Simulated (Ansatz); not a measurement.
Rb2CuSbCl6 in space group Fm-3m (No. 225; Rb on 8c, Cu on 4b, Sb on 4a, Cl on 24e) under volume change, LDA (plane waves, PAW; program Ansatz), shape and atoms relaxed at each volume.

```csv
V (Å³/atom),E − E(relaxed) (meV/atom),P (GPa)
22.859,32.9,5.11
23.613,?,?
24.367,3.2,1.42
25.120,0.0,0.00
25.874,2.9,-1.19
26.627,?,?
27.381,23.2,-3.01
```

Question: Fill in the missing entries.

Answer: 
- 23.613, E − E(relaxed) (meV/atom): 13.7
- 23.613, P (GPa): 3.11
- 26.627, E − E(relaxed) (meV/atom): 10.9
- 26.627, P (GPa): -2.18

Question: What does a third-order Birch–Murnaghan fit give for V₀, B₀ and B′?

Answer: V₀ = 25.12 Å³/atom, B₀ = 43.1 GPa, B′ = 4.9.

The first step of the workflow began from a Materials Project structure, measured or hypothetical; the Crystallography Open Database copy checked does not list it. Its standing as an ambient phase is unchecked. Symmetry was held in the LDA relaxation; phonons on a q-mesh show weakly imaginary modes. The run is not spin-polarised. Spin–orbit coupling is left out wherever it is not named.

Potentials: the later of the program's two PAW sets.
